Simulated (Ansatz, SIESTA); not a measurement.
This is a calculation of Sn3Te for SIESTA 5.4.2. The cell comes from a database or a generator and needn't be the stable form of this composition.

Contents of Sn3Te.fdf:

```
SystemName                      Sn3Te
SystemLabel                     Sn3Te
NumberOfSpecies                 2
NumberOfAtoms                   4
%block ChemicalSpeciesLabel
  1  52 Te
  2  50 Sn
%endblock ChemicalSpeciesLabel

LatticeConstant                 1.0 Ang
%block LatticeVectors
     4.8656220000     0.0000000000     0.0000000000
     0.0000000000     4.8656220000     0.0000000000
     0.0000000000     0.0000000000     4.8656220000
%endblock LatticeVectors
AtomicCoordinatesFormat         Fractional
%block AtomicCoordinatesAndAtomicSpecies
     0.0000000000     0.0000000000     0.0000000000  1  Te
     0.0000000000     0.5000000000     0.5000000000  2  Sn
     0.5000000000     0.0000000000     0.5000000000  2  Sn
     0.5000000000     0.5000000000     0.0000000000  2  Sn
%endblock AtomicCoordinatesAndAtomicSpecies

%block kgrid.MonkhorstPack
    6   0   0  0.0
    0   6   0  0.0
    0   0   6  0.0
%endblock kgrid.MonkhorstPack
XC.Functional                   GGA
XC.Authors                      PBE
PAO.BasisSize                   DZP
PAO.EnergyShift                 0.003 Ry
Mesh.Cutoff                     500 Ry
OccupationFunction              FD
ElectronicTemperature           0.05 eV
MaxSCFIterations                120
SCF.MustConverge                false
SCF.Mixer.Method                Pulay
SCF.Mixer.Weight                0.25
SCF.Mixer.History               8
SCF.DM.Tolerance                5.0e-05
SCF.H.Tolerance                 1.0e-03 eV
WriteForces                     true
Charge.Mulliken                 end
Charge.Hirshfeld                end
Charge.Voronoi                  end
SaveRho                         true
SaveElectrostaticPotential      true
%block PAO.Basis
  Te 4
  n=5 0 2
    5.635 0.000
  n=5 1 2
    7.297 0.000
  n=4 2 2
    3.260 0.000
  n=5 2 1
    7.297
  Sn 4
  n=5 0 2
    6.432 0.000
  n=5 1 2
    8.686 0.000
  n=4 2 2
    3.759 0.000
  n=5 2 1
    8.686
%endblock PAO.Basis
```

Potentials or basis: PseudoDojo 0.4 standard (PBE files), converted to PSML, two zetas on semicore shells, DZP (energy shift 0.003 Ry; two zetas on semicore shells).

Run with:

```console
$ siesta Sn3Te.fdf > Sn3Te.out 2>&1
```

Question: Translate it to Ansatz 0.2.0. Potentials or basis there: Ansatz PAW, cutoff 420 eV.

Answer: As run (cutoffs and basis follow the program's own potentials, and thresholds, step limits or extra output files can differ):

input.yaml

```yaml
crystal:
  lattice:
    - [4.865622, 0.0, 0.0]
    - [0.0, 4.865622, 0.0]
    - [0.0, 0.0, 4.865622]
  atoms:
    - { symbol: Te, position: [0.0, 0.0, 0.0] }
    - { symbol: Sn, position: [0.0, 0.5, 0.5] }
    - { symbol: Sn, position: [0.5, 0.0, 0.5] }
    - { symbol: Sn, position: [0.5, 0.5, 0.0] }
hamiltonian:
  xc: pbe
  pseudopotentials: { kind: paw }
kpoints:
  mp_grid: { grid: [6, 6, 6] }
scf:
  occupations: { method: fermi_dirac, width: 0.05 }
output:
  forces: true
  stress: true
  eigenvalues: true
  write_density: true
  write_potential: true
  elf: true
  volumetric_format: npy
```

Potentials or basis: Ansatz PAW.

The run is started by

```sh
$ ansatz run input.yaml --threads 2 --pin off --max-ram 5120MiB --backend cpu --events-out ev --progress --plain --runs-dir out
```

Both were run:

|  | SIESTA | Ansatz |
| --- | --- | --- |
| Pressure | 1.3 GPa | 0.3 GPa |

Ansatz's pressure holds a Pulay term of +0.03 GPa for its cutoff of 420 eV, which the other run lacks.

Where Ansatz's input types no cutoff or centring, it takes its own default and a Γ-centred mesh.

Pressure is positive in compression.
